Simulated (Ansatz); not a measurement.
Mo:
```
CELL_PARAMETERS angstrom
      2.73021     0.00000     0.00000
     -1.36511     2.36443     0.00000
      0.00000     0.00000     4.83726
ATOMIC_POSITIONS crystal
  Mo 0.33333 0.66667 0.25000
  Mo 0.66667 0.33333 0.75000
```

Relaxed with PBEsol. Special points in fractions of this cell's reciprocal vectors: Γ (0.000, 0.000, 0.000); M (0.500, 0.000, 0.000); K (0.333, 0.333, 0.000); A (0.000, 0.000, 0.500); L (0.500, 0.000, 0.500); H (0.333, 0.333, 0.500).

Problem. List the band energies nearest the Fermi level at these points for DFT-PBEsol in the program Ansatz with PAW potentials.

Solution. In eV from the Fermi level; about four levels below and three above (degenerate sets whole), none deeper than 8.9 eV; … stands for higher levels left out; points with the same levels are listed once.

```json
[
 {"k": "Γ", "below": "-0.69 -0.69 -0.16 -0.16", "above": "0.69 1.48 1.48"},
 {"k": "M", "below": "-1.21 -0.45 -0.30 -0.19", "above": "3.84 4.64 4.91"},
 {"k": "K", "below": "-2.39 -2.39 -2.10 -1.50 -1.50", "above": "0.27 2.58 2.72 2.72"},
 {"k": "A", "below": "-0.66 -0.66 -0.66 -0.66", "above": "…"},
 {"k": "L", "below": "-4.87 -4.87 -3.42 -3.42", "above": "1.26 1.26 1.87 1.87"},
 {"k": "H", "below": "-2.67 -2.67 -1.13 -1.13", "above": "0.40 0.40 3.60 3.60"}
]
```

Space group P6_3/mmc (hcp (Mg type)). The start of the workflow was typed in or built on a structure type; the Crystallography Open Database copy checked does not list it. It is not the phase usual at ambient conditions (space group No. 229). Symmetry was held in the PBEsol relaxation; phonons show weakly imaginary modes. The run is not spin-polarised. Spin–orbit coupling is left out wherever it is not named.

Potentials: the earlier of the program's two PAW sets. The files were generated under PBE; for other functionals the program regenerates the frozen cores, and for LDA and PBEsol the local potential too.
